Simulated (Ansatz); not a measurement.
SnSe in space group Pnma (No. 62; Sn on 4c, Se on 4c) under volume change, DFT-HSE06 in the program Ansatz with PAW potentials, shape and atoms relaxed at each volume.

```json
[
 {"V (Å³/atom)": "24.907", "E − E(relaxed) (meV/atom)": "23.1", "P (GPa)": "3.49"},
 {"V (Å³/atom)": "25.728", "E − E(relaxed) (meV/atom)": "9.2", "P (GPa)": "2.00"},
 {"V (Å³/atom)": "26.549", "E − E(relaxed) (meV/atom)": "2.1", "P (GPa)": "0.87"},
 {"V (Å³/atom)": "27.370", "E − E(relaxed) (meV/atom)": "0.0", "P (GPa)": "0.00"},
 {"V (Å³/atom)": "28.191", "E − E(relaxed) (meV/atom)": "1.7", "P (GPa)": "-0.62"},
 {"V (Å³/atom)": "29.012", "E − E(relaxed) (meV/atom)": "5.9", "P (GPa)": "-1.02"},
 {"V (Å³/atom)": "29.834", "E − E(relaxed) (meV/atom)": "11.8", "P (GPa)": "-1.26"}
]
```

What does a third-order Birch–Murnaghan fit give for V₀, B₀ and B′?

V₀ = 27.38 Å³/atom, B₀ = 23.7 GPa, B′ = 10.0.

The cell was relaxed with HSE06 under the symmetry of its start. The volume moved by 40 % from the start of the relaxation. Spin–orbit coupling is left out wherever it is not named.

Potentials: the later of the program's two PAW sets.
